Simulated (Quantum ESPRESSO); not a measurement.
Inputs of pw.x and gipaw.x (a modified build of Quantum ESPRESSO, PBE) for LiF; the starting potential comes from an earlier run on another mesh:

```
&CONTROL
  calculation = 'scf'
  prefix = 'x'
  pseudo_dir = './pseudo'
  outdir = './out'
  tprnfor = .true.
/
&SYSTEM
  ibrav = 0
  nat = 2
  ntyp = 2
  ecutwfc = 45
  ecutrho = 180
  occupations = 'fixed'
  nbnd = 5
/
&ELECTRONS
  conv_thr = 1e-11
  startingpot = 'file'
/
ATOMIC_SPECIES
Li 6.940 Li.GGA_PBE-JTH.UPF
F 18.998 F.GGA_PBE-JTH.UPF
CELL_PARAMETERS angstrom
    0.000000000000     2.041715000000     2.041715000000
    2.041715000000     0.000000000000     2.041715000000
    2.041715000000     2.041715000000     0.000000000000
ATOMIC_POSITIONS crystal
Li     0.000000000000     0.000000000000     0.000000000000
F      0.500000000000     0.500000000000     0.500000000000
K_POINTS automatic
6 6 6 1 1 1
```

```
&INPUTGIPAW
  job = 'nmr'
  prefix = 'x'
  tmp_dir = './out/'
  restart_mode = 'from_scratch'
  pawproj(1) = .true.
  pawproj(2) = .true.
  use_nmr_macroscopic_shape = .false.
/
```

The cell comes from the Materials Project (a computed structure). It is LiF in Fm-3m. Stability against distortions was not tested.

### Question
What does gipaw.x print for the total shieldings?

### Answer
```
     Total NMR chemical shifts in ppm: ---------------------------------------
     (adopting the Simpson convention for anisotropy and asymmetry)-----------

     Atom  1  Li  pos: (  0.000000  0.000000  0.000000)  Total sigma:          81.95
            81.9536          0.0000          0.0000
             0.0000         81.9536          0.0000
             0.0000          0.0000         81.9536

     Li      1    anisotropy:     -0.00    eta:    0.0000
     Li      1    sigma_11=     81.95
     Li      1    sigma_22=     81.95
     Li      1    sigma_33=     81.95

     Atom  2  F   pos: (  0.707107  0.707107  0.707107)  Total sigma:         363.57
           363.5711         -0.0000          0.0000
             0.0000        363.5711         -0.0000
             0.0000         -0.0000        363.5711

     F       2    anisotropy:      0.00    eta:    0.0000
     F       2    sigma_11=    363.57
     F       2    sigma_22=    363.57
     F       2    sigma_33=    363.57
```
The printed anisotropy is 3/2 (σ_33 − σ_iso) in the program's own order; the axes are left out here. All sites are cubic, so the anisotropy vanishes by symmetry. Shieldings are absolute and leave out the bulk-susceptibility term; a larger σ means a smaller chemical shift. By our sweeps, such settings leave a few ppm in absolute σ.
